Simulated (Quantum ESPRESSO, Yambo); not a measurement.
**Levels of theory for the gap of WO3**

WO3 (space group Pmma, No. 51): one geometry, one set of PBEsol (Quantum ESPRESSO, PseudoDojo norm-conserving, 84 Ry, scalar-relativistic) orbitals, self-energies from Yambo (2×4×4 Γ-centred k mesh, bands 3 to 177 and a 7 Ry block in the screening, 177 bands in G with the Bruneval-Gonze terminator, plasmon pole fitted at 27.2 eV).

The geometry is that of Materials Project entry mp-715923, symmetrised and not relaxed again.

```csv
level,"gap (0, -0.5, -0.5) → Γ (eV)","direct gap at (0, 0, -0.5) (eV)",rough Yambo cost
PBEsol (Quantum ESPRESSO),0.54,0.62,–
exchange only (Hartree-Fock self-energy on PBEsol orbitals),10.41,10.55,about 1/20 (14 states)
static COHSEX@PBEsol,1.47,1.58,within a factor of two (4 states)
"G0W0@PBEsol, plasmon pole",1.35,1.46,1 (14 states)
```

Bare exchange has no screening and gives the widest gap; static COHSEX screens it but leaves out the frequency dependence, which G0W0 restores.

Costs are rough ratios of core time on shared machines.

Nearest settings tried, and what they do to the gap: 75 bands in G: +35 meV; 89 bands in W: +117 meV; 3 Ry block (65 vectors against 245): +248 meV. Not varied: mesh. So the settings aren't converged at that level.

Spin-orbit coupling is left out, which matters for elements this heavy: edges can move by tenths of an eV.

The structure is a Materials Project entry; no match was found in the copy of COD used, and its stability was not checked.
